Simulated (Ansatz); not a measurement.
CaO (zinc blende, F-43m), a = b = c = 5.2136 Å, α = β = γ = 90.00°; the cell used has 2 atoms.

Relaxed with r²SCAN.

Question: Tabulate the valence density and the electron localisation function along the shortest Ca–O contact (2.26 Å), r²SCAN in the plane-wave PAW code Ansatz.

Answer: 

| distance from Ca (Å) | density (e/Å³) | ELF |
|---|---|---|
| 0.23 | 6.22 | 0.78 |
| 0.34 | 5.40 | 0.82 |
| 0.45 | 4.27 | 0.84 |
| 0.56 | 3.05 | 0.83 |
| 0.68 | 1.96 | 0.79 |
| 0.79 | 1.15 | 0.66 |
| 0.90 | 0.66 | 0.36 |
| 1.02 | 0.41 | 0.13 |
| 1.13 | 0.34 | 0.10 |
| 1.24 | 0.39 | 0.22 |
| 1.35 | 0.55 | 0.53 |
| 1.47 | 0.84 | 0.74 |
| 1.58 | 1.36 | 0.81 |
| 1.69 | 2.26 | 0.82 |
| 1.81 | 3.63 | 0.77 |
| 1.92 | 5.33 | 0.66 |
| 2.03 | 6.98 | 0.48 |

The density is the valence pseudo-density with augmentation charge, so density and ELF within about 1 Å of a nucleus are not all-electron values.

The start of the workflow was typed in or built on a structure type; neither database checked (COD, Materials Project) lists it. It is not the phase usual at ambient conditions (space group No. 225). Symmetry was held in the r²SCAN relaxation; whether a distortion lowers the energy is not shown.

Potentials: the earlier of the program's two PAW sets.
